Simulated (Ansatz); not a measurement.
AlAu (CsCl type, Pm-3m), a = 3.152 Å, b = 3.152 Å, c = 3.152 Å, α = 90.00°, β = 90.00°, γ = 90.00°.

Relaxed with LDA.

### Question
Which orbitals make up the states near the Fermi level in LDA in the plane-wave PAW code Ansatz?

### Answer
Within 0.5 eV of the Fermi level: Al 3s 27 %, Al 3p 27 %, Au 6s 23 %, Au 5d 12 %, outside the projected shells 11 %. Projections are on Löwdin-orthogonalised atomic valence shells; empty p or d shells of many metals are not among them.

### Question
Tabulate the density of states.

### Answer
States/eV per cell of 2 atoms, in 0.25 eV bins, energy from the Fermi level.

```tsv
E (eV)	total	Au 5d	Al 3p	Al 3s
-7.85	0.63	0.37	0.11	0.13
-7.60	0.86	0.45	0.17	0.17
-7.35	1.78	1.17	0.33	0.13
-7.10	3.17	2.35	0.49	0.12
-6.85	3.90	3.29	0.39	0.11
-6.60	2.83	2.54	0.24	0.02
-6.35	1.87	1.66	0.19	0.01
-6.10	3.22	2.96	0.20	0.01
-5.85	4.41	4.08	0.24	0.02
-5.60	4.27	3.89	0.21	0.04
-5.35	4.47	4.09	0.23	0.04
-5.10	3.32	2.99	0.22	0.05
-4.85	1.49	1.18	0.21	0.04
-4.60	0.99	0.69	0.20	0.04
-4.35	0.89	0.62	0.19	0.03
-4.10	0.68	0.45	0.16	0.02
-3.85	0.32	0.12	0.14	0.02
-3.60	0.28	0.10	0.12	0.01
-3.35	1.00	0.59	0.25	0.02
-3.10	0.97	0.50	0.29	0.05
-2.85	0.77	0.33	0.27	0.06
-2.60	0.69	0.26	0.27	0.07
-2.35	0.63	0.21	0.26	0.07
-2.10	0.59	0.18	0.26	0.07
-1.85	0.56	0.15	0.25	0.08
-1.60	0.52	0.13	0.24	0.08
-1.35	0.49	0.11	0.23	0.08
-1.10	0.51	0.10	0.22	0.08
-0.85	0.51	0.09	0.21	0.08
-0.60	0.52	0.08	0.20	0.08
-0.35	0.57	0.08	0.19	0.12
-0.10	0.59	0.08	0.16	0.14
0.15	0.70	0.08	0.17	0.20
0.40	0.82	0.09	0.19	0.27
0.65	0.79	0.08	0.19	0.28
0.90	0.87	0.09	0.22	0.32
1.15	0.88	0.09	0.24	0.33
1.40	0.85	0.08	0.26	0.28
1.65	0.81	0.07	0.29	0.25
1.90	0.78	0.06	0.30	0.22
2.15	0.79	0.06	0.34	0.19
2.40	0.76	0.05	0.34	0.17
2.65	0.78	0.05	0.38	0.15
2.90	0.80	0.05	0.42	0.13
3.15	0.79	0.04	0.42	0.12
3.40	0.84	0.05	0.45	0.10
3.65	0.90	0.05	0.49	0.09
3.90	1.00	0.07	0.59	0.08
4.15	1.12	0.08	0.68	0.06
4.40	1.09	0.07	0.65	0.05
4.65	1.04	0.06	0.59	0.05
```

The workflow started from a Materials Project entry (that database holds measured and hypothetical structures alike); the Crystallography Open Database copy checked does not list it. With Al and Au taken as one species the cell has the higher symmetry Im-3m, so it may be an ordered model of a mixed-site phase. Its standing as an ambient phase is unchecked. The cell was relaxed with LDA under the symmetry of its start. At this level the phase is mechanically unstable. Scalar-relativistic: spin–orbit coupling is off unless named, which matters more the heavier the elements.

Potentials: the later of the program's two PAW sets.
